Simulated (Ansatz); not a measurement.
Crystals of one structure type (cubic perovskite) and one family of elements, relaxed and computed with r²SCAN (plane waves, PAW; program Ansatz); HSE06 gaps on those cells.

```tsv
crystal	gap (eV)	HSE06 gap (eV)
CsCaBr3	5.20	5.63
NaMgF3	7.07	8.36
KCaF3	7.14	8.38
CsSrF3	7.17	?
BaLiF3	7.40	8.75
CsCaF3	8.05	9.24
KMgF3	8.30	9.61
```

Question: Fit a straight line to E_g(HSE06) against E_g and predict the withheld value.

Answer: Least squares on the 6 shown rows: E_g(HSE06) = 1.278 × E_g + (-0.865), with a scatter of 0.16. For CsSrF3 this gives 8.30. The run itself gave 8.39, a miss of 0.09.

Standing as an ambient phase not checked: CsCaBr3, cubic perovskite; NaMgF3, cubic perovskite; KCaF3, cubic perovskite; CsSrF3, cubic perovskite; BaLiF3, cubic perovskite; CsCaF3, cubic perovskite. All cells were relaxed under the symmetry of their starts (and spin orders); stability against distortions was not tested throughout. Spin–orbit coupling is left out wherever it is not named.

Potentials: the later of the program's two PAW sets.
